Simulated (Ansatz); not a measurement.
Sb$_{2}$Ru:
```
CELL_PARAMETERS angstrom
      5.94624     0.00000     0.00000
      0.00000     6.67587     0.00000
      0.00000     0.00000     3.17682
ATOMIC_POSITIONS crystal
  Sb 0.18204 0.35891 0.00000
  Sb 0.81796 0.64109 0.00000
  Sb 0.68204 0.14109 0.50000
  Sb 0.31796 0.85891 0.50000
  Ru 0.00000 0.00000 0.00000
  Ru 0.50000 0.50000 0.50000
```

Relaxed with HSE06.

### Question
Give the Bader charges and basin volumes of the independent atoms, HSE06 in the plane-wave PAW code Ansatz.

### Answer


```csv
atom,Bader charge (e),Bader volume (Å³)
Sb1,+0.24,22.4
Ru5,-0.48,18.3
```

Space group Pnnm. The first step of the workflow began from a Materials Project structure, measured or hypothetical; the Crystallography Open Database files this formula in space group No. 58, but the cells were not matched. Whether it is the stable phase at ambient conditions was not checked. The HSE06 relaxation kept the symmetry of its start; whether a distortion lowers the energy is not shown. The run is not spin-polarised. Scalar-relativistic: spin–orbit coupling is off unless named, which matters more the heavier the elements.

Potentials: the later of the program's two PAW sets.
